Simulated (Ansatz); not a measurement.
CaS (rock salt, Fm-3m), plane-wave PAW PBE (Ansatz code): ε∞ = 4.99, cell volume 46.59 Å³. Infrared-active transverse modes:

```csv
ω_TO (cm⁻¹),oscillator strength S_xx (e²/amu)
214.8,0.3140
```

Task: Compute the static dielectric constant.

Result: Each mode adds (4.921e7/V) S/ω²: 7.19. So ε0 = 12.2.

Task: What LO frequency does the Lyddane–Sachs–Teller relation give?

Result: ω_LO = ω_TO √(ε0/ε∞) = 336 cm⁻¹.

Symmetry was held in the PBE relaxation; phonons on a q-mesh show no instability.

Potentials: the later of the program's two PAW sets.
